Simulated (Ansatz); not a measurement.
# CsPbCl3: excitons and shallow donors from band masses and screening

The calculation used DFT PBEsol, scalar-relativistic, plane waves, PAW in Ansatz.

Settings: cutoff 420 eV, Γ-centred mesh 6×6×6 on the computed 5-atom cell, Gaussian smearing of 0.02 eV; no spin polarisation.

Relaxed cell: Pm-3m, a = 5.619 Å, b = 5.619 Å, c = 5.619 Å, α = 90.00°, β = 90.00°, γ = 90.00°, 5 atoms in the primitive cell. Whether it is the stable form of this composition wasn't checked.

The calculation gives a Kohn–Sham gap of 1.83 eV, an electron mass of 0.251 mₑ and a hole mass of 0.176 mₑ (harmonic means over x, y, z and over the bands degenerate at each edge), and ε∞ = 4.42 (independent particles, mean of the diagonal).

Estimate the binding energy and radius of a Wannier–Mott exciton and of a shallow donor, and say whether the hydrogenic model can hold.

The reduced mass is μ = mₙmₕ/(mₙ + mₕ) = 0.103 mₑ, with mₙ and mₕ the band masses. With E_b = 13.606 eV × μ/ε² and a = 0.529 Å × ε/μ (μ in mₑ) the exciton has E_b = 72 meV and a = 23 Å. For a donor μ is the electron mass: 174 meV and 9.3 Å. The exciton's radius is 4 times the shortest lattice vector (5.62 Å), so the continuum picture is reasonable. In a polar crystal the ions screen too, so a state bound more weakly than an optical phonon feels the larger static constant, which lowers the energy and widens the orbit. The other way, the small Kohn–Sham gap and the missing local fields make ε∞ too large and the masses tend to be too light, which underbinds.

Spin-orbit coupling is left out, which matters for the bands of heavy elements.

Symmetry holds off the tilts and polar distortions that many cubic perovskites undergo.